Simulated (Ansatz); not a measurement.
B:
```yaml
crystal:
  lattice:
    - [2.43812, 1.40765, 4.16627]
    - [-2.43812, 1.40765, 4.16627]
    - [0.00000, -2.81530, 4.16627]
  atoms:
    - { symbol: B, position: [0.01062, 0.65382, 0.01062] }
    - { symbol: B, position: [0.98938, 0.34618, 0.98938] }
    - { symbol: B, position: [0.01062, 0.01062, 0.65382] }
    - { symbol: B, position: [0.98938, 0.98938, 0.34618] }
    - { symbol: B, position: [0.65382, 0.01062, 0.01062] }
    - { symbol: B, position: [0.34618, 0.98938, 0.98938] }
    - { symbol: B, position: [0.22159, 0.62980, 0.22159] }
    - { symbol: B, position: [0.77841, 0.37020, 0.77841] }
    - { symbol: B, position: [0.22159, 0.22159, 0.62980] }
    - { symbol: B, position: [0.77841, 0.77841, 0.37020] }
    - { symbol: B, position: [0.62980, 0.22159, 0.22159] }
    - { symbol: B, position: [0.37020, 0.77841, 0.77841] }
```

Relaxed with PBEsol. Special points in fractions of this cell's reciprocal vectors: Γ (0.000, 0.000, 0.000); T (0.500, 0.500, 0.500); H2 (0.757, 0.243, 0.500); H0 (0.500, -0.243, 0.243); L (0.500, 0.000, 0.000); S0 (0.371, -0.371, 0.000); S2 (0.629, 0.000, 0.371); F (0.500, 0.000, 0.500).

Q: List the band energies nearest the valence-band maximum at these points for DFT-PBEsol in the program Ansatz with PAW potentials.

A: In eV from the valence-band maximum; about four levels below and three above (degenerate sets whole), none deeper than 8.9 eV; points with the same levels are listed once.

```csv
k,below,above
Γ,-1.48 -0.86 -0.86 -0.36,1.34 4.54 4.54
T,-3.10 -1.96 -1.96 0.00,2.51 2.73 2.73
H2,-2.52 -2.33 -1.96 -1.80,1.63 2.60 3.03
L,-2.80 -1.97 -1.76 -0.60,1.87 3.19 3.55
S0,-2.81 -2.40 -2.07 -1.73,1.77 2.12 3.08
F,-3.05 -2.64 -2.17 -1.95,1.39 2.58 2.79
```

Space group R-3m (α-B12). The cell was relaxed with PBEsol under the symmetry of its start.

Potentials: the earlier of the program's two PAW sets. The files were generated under PBE; for other functionals the program regenerates the frozen cores, and for LDA and PBEsol the local potential too.
